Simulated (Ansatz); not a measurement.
Here is the system:

SiC in space group P6_222 (No. 180; Si on 3d, C on 3c), a = 3.0849 Å, b = 3.0849 Å, c = 7.0617 Å, α = 90.00°, β = 90.00°, γ = 120.00°.

This is the PBE-relaxed structure.

Question: All from PBE (plane waves, PAW; program Ansatz), unless another level is named. Estimate the Young's modulus.

Answer: 450 GPa.

Question: What about the highest zone-centre frequency (without LO–TO term)?

Answer: 102.0 meV.

A made-up cell: these elements were put on the sites of a structure type; neither database checked (COD, Materials Project) lists it. It is not the phase usual at ambient conditions (space group No. 186, 216). The PBE relaxation kept the symmetry of its start; phonons on a q-mesh show no instability.

Potentials: the later of the program's two PAW sets.
